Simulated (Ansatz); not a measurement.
## Data sheet: W₂N (DFT)

W2N:
```xyz
3
Lattice="2.7926 0.0000 0.0000 -1.3963 2.4185 0.0000 0.0000 0.0000 5.4121" Properties=species:S:1:pos:R:3 pbc="T T T"
N      0.0000     0.0000     0.0000
W      0.0000     1.6123     1.4571
W      1.3963     0.8062     3.9549
```

Space group P-3m1 (No. 164), anti-CdI2 type; conventional cell a = 2.793 Å, b = 2.793 Å, c = 5.412 Å, α = 90.00°, β = 90.00°, γ = 120.00°.

Method: r²SCAN in the plane-wave PAW code Ansatz. Structure relaxed to zero pressure with the same functional. Other levels are named where they apply.

### Cell and energy

```
Item                                                          Result
-----------------------------------------------------  -------------
Volume per atom                                             12.18 Å³
Density                                                  17.34 g/cm³
Formation energy from the elements (no fitted shifts)  0.048 eV/atom
```

### Electronic structure

```
Item                                                                        Result
------------------------------------  --------------------------------------------
Electronic character                                             metallic (no gap)
Density of states at the Fermi level  0.60 states/eV per atom (mean over ±0.08 eV)
Gap with spin–orbit coupling                                       none (metallic)
```

### Mechanics

```
Property                              Value
----------------------------------  -------
Bulk modulus (Birch–Murnaghan fit)  349 GPa
Pressure derivative B′                  4.5
```

### Charges

```
Quantity                   Result
-------------  ------------------
Bader charges  N -1.55, W +0.77 e
```

A made-up cell: these elements were put on the sites of a structure type; neither database checked (COD, Materials Project) lists it. Its standing as an ambient phase is unchecked. The r²SCAN relaxation kept the symmetry of its start; its stability against distortions is not shown here. No spin polarisation was allowed. With an odd number of electrons in the cell and no spin polarisation, the count alone makes it a metal. The references are the lowest solids computed at this level, not always the standard phases (solids in place of the gases). Spin–orbit coupling is left out wherever it is not named.

Potentials: the earlier of the program's two PAW sets.
